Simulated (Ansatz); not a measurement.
Structure optimisation: tellurium, bcc

Computed with DFT, PBEsol, plane waves (420 eV) with PAW, scalar-relativistic (Ansatz 0.2.0). The PAW files were generated under PBE, with cores re-solved for the functional.

k-point mesh 11×11×11, Fermi-Dirac smearing 0.1 eV, no spin polarisation. Cell and atoms relax.

Starting structure:

```xyz
1
Lattice="-1.9318 1.9318 1.9318 1.9318 -1.9318 1.9318 1.9318 1.9318 -1.9318" Properties=species:S:1:pos:R:3 pbc="T T T"
Te    0.0000    0.0000    0.0000
```

**Question.** What cell does the relaxation end in?

**Answer.** Im-3m with a = 3.781 Å; 27.02 Å³ per atom against 28.84 at the start (-6.3 %).

**Question.** How much energy does the relaxation gain?

**Answer.** 21.8 meV per atom.

Path of the relaxation (the plane waves are chosen anew near the end, which can shift the energy a little):

```csv
step,E − E(final) (meV/atom),V (Å³/atom),P (GPa),max force (eV/Å)
0,21.80,28.837,-3.60,0.000
1,0.81,26.606,1.03,0.000
2,-0.35,27.070,-0.12,0.000
3,-0.39,27.019,0.00,0.000
4,0.00,27.019,-0.01,0.000
```
